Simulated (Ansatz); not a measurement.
In r²SCAN in the plane-wave PAW code Ansatz, GaAs in the tetragonal phase (P4_2/mnm; Ga on 4g, As on 4f) relaxes to a = 6.922 Å, c = 4.010 Å.

It is gapped at this level: 1.00 eV (indirect). The valence maximum lies on the M–Γ line, 92 % of the way from M and the conduction minimum at A. The screened hybrid HSE06 puts the gap at 1.34 eV. Gap from r²SCAN with spin–orbit coupling: 0.90 eV. The hole mass is 0.15, 0.88, 1.2 mₑ (principal values).

The bulk modulus is 65.8 GPa. The relaxed-ion elastic constants in GPa are C11 = 93.5, C12 = 57.0, C13 = 37.7, C33 = 143, C44 = 36.3, C66 = 31.2. The elastic constants imply a Debye temperature near 293 K. Bader charges are Ga +0.77, As -0.77 e.

The start of the workflow was typed in or built on a structure type; neither database checked (COD, Materials Project) lists it. It is not the phase usual at ambient conditions (space group No. 216). Symmetry was held in the r²SCAN relaxation; whether a distortion lowers the energy is not shown. The volume moved by 17 % from the start of the relaxation. Scalar-relativistic: spin–orbit coupling is off unless named, which matters more the heavier the elements.

Potentials: the later of the program's two PAW sets.
